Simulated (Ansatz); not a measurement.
HgS (cinnabar type, space group P3_221)

```yaml
crystal:
  lattice:
    - [4.13888, 0.00000, 0.00000]
    - [-2.06944, 3.58437, 0.00000]
    - [0.00000, 0.00000, 9.40775]
  atoms:
    - { symbol: Hg, position: [0.71013, 0.00000, 0.66667] }
    - { symbol: Hg, position: [0.00000, 0.71013, 0.33333] }
    - { symbol: Hg, position: [0.28987, 0.28987, 0.00000] }
    - { symbol: S, position: [0.49980, 0.00000, 0.16667] }
    - { symbol: S, position: [0.00000, 0.49980, 0.83333] }
    - { symbol: S, position: [0.50020, 0.50020, 0.50000] }
```

The slice is a (0001) plane (indices of the conventional cell) through the point (0.710, 0.000, 0.667) (fractional), spanned by u = [110] and v = [1 -1 0] in vectors of this cell: u (4.14 Å) and v (7.17 Å, at 90° to u). It covers one period; positions are fractions (u, v).

All values below come from PBEsol (plane waves to 420 eV, PAW, scalar-relativistic; Ansatz, a first-principles code). k mesh 9×9×4. Near the nuclei the fields are pseudised (PAW); where an atom keeps semicore shells as valence, they peak there. HgS was relaxed with its symmetry unable to fall. Spin-orbit coupling is left out, though Hg is heavy.

Q: Sketch the electron localisation function (ELF) on this plane as a map.

A: 
```tsv
v \ u	0.00	0.17	0.33	0.50	0.67	0.83
0.90	0.49	0.33	0.21	0.16	0.12	0.39
0.80	0.16	0.11	0.06	0.06	0.04	0.12
0.70	0.11	0.17	0.14	0.19	0.14	0.03
0.60	0.06	0.19	0.32	0.49	0.39	0.13
0.50	0.07	0.18	0.49	x	0.49	0.20
0.40	0.16	0.12	0.39	0.49	0.33	0.21
0.30	0.06	0.04	0.12	0.16	0.11	0.06
0.20	0.19	0.14	0.03	0.11	0.17	0.14
0.10	0.49	0.39	0.13	0.06	0.19	0.32
0.00	x	0.49	0.20	0.07	0.18	0.49
```

Values: electron localisation function (ELF). Points within 0.5 Å of a nucleus are blanked (x), as the pseudised field means little there.
